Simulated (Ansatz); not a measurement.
# Lattice vibrations of GeSe$_{5}$ at Γ

Level of theory: Ansatz 0.2.0, DFT PBE, scalar-relativistic, plane waves, PAW. Plane waves to 420 eV; Γ-centred k mesh 6×6×6; Gaussian smearing of 0.10 eV. No spin polarisation. Phonons by linear response, acoustic sum rule imposed.

Equilibrium structure at this level:
```yaml
crystal:
  lattice:
    - [3.56857, 2.06031, 3.44292]
    - [-3.56857, 2.06031, 3.44292]
    - [0.00000, -4.12063, 3.44292]
  atoms:
    - { symbol: Ge, position: [0.50000, 0.50000, 0.50000] }
    - { symbol: Se, position: [0.50000, 0.00000, 0.50000] }
    - { symbol: Se, position: [0.50000, 0.50000, 0.00000] }
    - { symbol: Se, position: [0.00000, 0.50000, 0.50000] }
    - { symbol: Se, position: [0.17792, 0.17792, 0.17792] }
    - { symbol: Se, position: [0.82208, 0.82208, 0.82208] }
```

It was reached by relaxing an invented guess, and it needn't be the stable form of this composition. In a metal, frequencies depend on the k mesh and the smearing, soft modes most.

**Question.** Is this structure stable against zone-centre distortions?

**Answer.** No: 4 of the 15 optical modes are imaginary.

**Question.** List the optical modes at Γ (i marks imaginary ones).

**Answer.**
```tsv
frequency (meV)	degeneracy
10.0i	2
7.2i	2
3.6	2
4.1	1
6.5	1
12.1	2
17.1	2
19.4	1
19.4	1
25.9	1
```
